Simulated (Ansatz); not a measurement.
Zincblende alloy of AlAs and GaP (24 of 32 Al sites, 24 of 32 As sites exchanged), 64 atoms

Ansatz, PAW, plane waves. PBEsol relaxation of volume and atoms (shape held) at the single k point (¼, ¼, ¼) without its symmetry partners; single points on the relaxed atoms at the single k point (¼, ¼, ¼) without its symmetry partners, onto which points of the small cell's zone fold. Arrangement: clustered. No spin–orbit coupling unless named.

Relaxed structure:

```
Al Ga As P
1.0
    10.99917    0.00000    0.00000
     0.00000   10.99917    0.00000
     0.00000    0.00000   10.99917
Al Ga As P
8 24 8 24
Direct
  0.99688 0.99665 0.99419
  0.50050 0.50121 0.99784
  0.74990 0.24977 0.99709
  0.74925 0.74960 0.99776
  0.74904 0.00095 0.25048
  0.74626 0.49657 0.24645
  0.99227 0.24975 0.24961
  0.99533 0.75291 0.24623
  0.99662 0.00440 0.50486
  0.99711 0.49646 0.99475
  0.99999 0.50113 0.50718
  0.50448 0.00495 0.99574
  0.50394 0.99733 0.50434
  0.50485 0.49640 0.50451
  0.25378 0.25351 0.99560
  0.25110 0.25011 0.50805
  0.25114 0.74995 0.99155
  0.25081 0.74987 0.50755
  0.74966 0.25000 0.50125
  0.74770 0.75334 0.50501
  0.25060 0.00080 0.25010
  0.25071 0.00111 0.75044
  0.25391 0.49661 0.24707
  0.25068 0.50038 0.75043
  0.75047 0.00099 0.74945
  0.75047 0.50030 0.74980
  0.00016 0.25035 0.75062
  0.99988 0.74999 0.74984
  0.50367 0.25303 0.24744
  0.50128 0.25050 0.74970
  0.50788 0.75071 0.25097
  0.50075 0.75066 0.75042
  0.12333 0.12611 0.12129
  0.12481 0.62430 0.12117
  0.37819 0.87519 0.12207
  0.37792 0.12608 0.37714
  0.37807 0.62422 0.37704
  0.87186 0.62443 0.37626
  0.12406 0.37357 0.37668
  0.12293 0.87519 0.37788
  0.12451 0.12535 0.62805
  0.12516 0.62499 0.62868
  0.62694 0.12689 0.12412
  0.62606 0.12537 0.62620
  0.62583 0.62468 0.12281
  0.62542 0.62560 0.62728
  0.37826 0.37486 0.12205
  0.37648 0.37541 0.62797
  0.37636 0.87567 0.62790
  0.87250 0.37472 0.12170
  0.87423 0.37424 0.62687
  0.87139 0.87694 0.12216
  0.87460 0.87600 0.62722
  0.37661 0.12646 0.87274
  0.37640 0.62479 0.87211
  0.87208 0.12492 0.37703
  0.87457 0.12532 0.87296
  0.87481 0.62496 0.87324
  0.12550 0.37515 0.87265
  0.12519 0.87495 0.87147
  0.62618 0.37385 0.37595
  0.62557 0.37574 0.87383
  0.62722 0.87609 0.37733
  0.62612 0.87612 0.87310
```

What are the mean bond lengths by pair (pairs within 1.2 times the sum of covalent radii, less contacts 15 % beyond the pair's median; cation–cation pairs of compounds aside; long ionic contacts are cut short by that bound)?

Al–As 2.431 ± 0.004 Å (standard deviation, 7 bonds); Al–P 2.371 ± 0.005 Å (standard deviation, 25 bonds); As–Ga 2.427 ± 0.005 Å (standard deviation, 25 bonds); Ga–P 2.365 ± 0.005 Å (standard deviation, 71 bonds).

What gap lies between the top filled and the lowest empty level in the single points?

HSE06 2.71 eV (46 s on NVIDIA H100). Away from Γ this isn't the crystal's band gap. An indirect band minimum needn't fold onto Γ of this cell; where it doesn't, these gaps are too wide.
